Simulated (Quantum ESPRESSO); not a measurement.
KMgF3 (Pm-3m) under strain

```
KMgF3
1.0
    3.97847     0.00000     0.00000
    0.00000     3.97847     0.00000
    0.00000     0.00000     3.97847
K Mg F
1 1 3
Direct
  0.50000   0.50000   0.50000
  0.00000   0.00000   0.00000
  0.00000   0.50000   0.00000
  0.50000   0.00000   0.00000
  0.00000   0.00000   0.50000
```
Geometry: a computed entry of the Materials Project; it was not checked against measured cells. It is KMgF3 in Pm-3m; whether this form has been observed was not checked. Stability against distortions was not tested.

Isotropic strain: all lattice vectors are scaled together, so the volume changes by about three times as much; fractional positions kept.

Method: shieldings by PBE GIPAW (a modified build of Quantum ESPRESSO, JTH PAW datasets), 22.5 Ha, k-mesh 4×4×4 shifted, f-sum rule met within 0.001 %. Values are those of the named site's first atom. Shieldings are absolute and leave out the bulk-susceptibility term; a larger σ means a smaller chemical shift. By our sweeps, such settings leave a few ppm in absolute σ. No d partial waves on Mg: the paramagnetic term there is incompletely reconstructed.

Unchanged cell: σ_iso K (ppm) = 1180.3, σ_iso Mg (ppm) = 554.7, σ_iso F (ppm) = 332.2.

Q: How do these values move along the path (lattice scale factor: 0.98, 0.99, 1.01, 1.02)?

A: 
| lattice scale factor | σ_iso K (ppm) | σ_iso Mg (ppm) | σ_iso F (ppm) |
|---|---|---|---|
| 0.98 | 1165.2 | 546.6 | 325.0 |
| 0.99 | 1172.9 | 550.8 | 328.7 |
| 1 | 1180.3 | 554.7 | 332.2 |
| 1.01 | 1187.5 | 558.6 | 335.7 |
| 1.02 | 1194.3 | 562.2 | 339.1 |
